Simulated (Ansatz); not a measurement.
# Kick test of a cell of SnGe₃Te₄

The structure comes from a generated guess, relaxed at this level; another structure or a mixture of phases may lie lower.

These are results of DFT PBE, scalar-relativistic, plane waves, PAW (Ansatz 0.2.0), not measurements. Plane waves to 420 eV, a k mesh through Γ of 6×6×10 on the computed 8-atom cell and Gaussian smearing (0.10 eV); no spin polarisation.

The cell below (8 atoms, space group Cmmm (No. 65)) is relaxed within its symmetry.

```xyz
8
Lattice="4.3263 -6.1121 0.0000 4.3263 6.1121 0.0000 0.0000 0.0000 4.3200" Properties=species:S:1:pos:R:3 pbc="T T T"
Sn    0.0000    0.0000    2.1600
Ge    2.1632    3.0561    0.0000
Ge    4.3263    0.0000    2.1600
Ge    2.1632   -3.0561    0.0000
Te    6.3858    0.0000    0.0000
Te    4.3263   -2.9836    2.1600
Te    4.3263    2.9836    2.1600
Te    2.2668    0.0000    0.0000
```

For the test it was strained at random (σ = 1.5 % a component), the atoms were moved at random (σ = 0.05 Å), and all was relaxed again on a coarse 6×4×4 mesh (in the run’s order of axes) with 0.20 eV smearing, with no symmetry imposed.

Spin–orbit coupling, which can matter for Te, is left out.

Question: What happens?

Answer: It doesn't return. The energy falls by 16 meV/atom on that mesh, the volume changes by 3.1 %, and the end has space group Pm (No. 6) at a loose tolerance. Relaxed again on a 6×8×6 mesh with 0.02 eV smearing, the new structure lies 15 meV/atom below the first (mesh in the axes of the run's cell; the cell below is made exact in the group named). Space group Pm (No. 6), monoclinic, a = 7.464 Å, b = 4.296 Å, c = 7.777 Å, β = 108.5°. Around Sn lie 3 Te at 3.03–3.06 Å and 3 Te at 3.29–3.32 Å; Ge on its first site is surrounded by 3 Te at 2.87–2.88 Å and 3 Te at 3.30–3.33 Å; Ge on its second site is surrounded by 3 Te at 2.88–2.90 Å and 3 Te at 3.16–3.18 Å; Te on its first site is surrounded by 3 Ge at 2.88 Å, 2 Sn at 3.32 Å and 1 Ge at 3.41 Å; 4 more sites not described.

```
CELL_PARAMETERS angstrom
7.46399 0.00000 0.00000
0.00000 4.29586 0.00000
-2.46752 0.00000 7.37531
ATOMIC_POSITIONS crystal
Sn 0.00510 0.00000 0.01200
Ge 0.01051 0.50000 0.52672
Ge 0.50647 0.00000 0.51525
Ge 0.50954 0.50000 0.03387
Te 0.73553 0.50000 0.71586
Te 0.73332 0.00000 0.23446
Te 0.24321 0.00000 0.72114
Te 0.25633 0.50000 0.24068
```
